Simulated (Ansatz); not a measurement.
GeMo:
```
GeMo
1.0
    3.08995     0.00000     0.00000
    0.00000     3.08995     0.00000
    0.00000     0.00000     3.08995
Mo Ge
1 1
Cartesian
  0.00000   0.00000   0.00000
  1.54498   1.54498   1.54498
```

Relaxed with PBEsol. Special points in fractions of this cell's reciprocal vectors: Γ (0.000, 0.000, 0.000); X (0.000, 0.500, 0.000); M (0.500, 0.500, 0.000); R (0.500, 0.500, 0.500).

### Question
List the band energies nearest the Fermi level at these points for the program Ansatz at the PBEsol with spin–orbit coupling level (PAW).

### Answer
In eV from the Fermi level; about four levels below and three above (degenerate sets whole), none deeper than 8.9 eV; points with the same levels are listed once.

```tsv
k	below	above
Γ	-3.16 -3.16 -3.16 -3.16	1.19 1.19 1.19 1.19
X	-1.86 -1.86 -1.75 -1.75	1.44 1.44 3.07 3.07
M	-0.36 -0.36 -0.29 -0.29	2.83 2.83 3.57 3.57
R	-5.68 -5.68 -5.68 -5.68 -4.99 -4.99	2.97 2.97 2.97 2.97
```

Space group Pm-3m (CsCl type). A made-up cell: these elements were put on the sites of a structure type; neither database checked (COD, Materials Project) lists it. Its standing as an ambient phase is unchecked. The PBEsol relaxation kept the symmetry of its start; whether a distortion lowers the energy is not shown. The run is not spin-polarised.

Potentials: the earlier of the program's two PAW sets. The files were generated under PBE; for other functionals the program regenerates the frozen cores, and for LDA and PBEsol the local potential too.
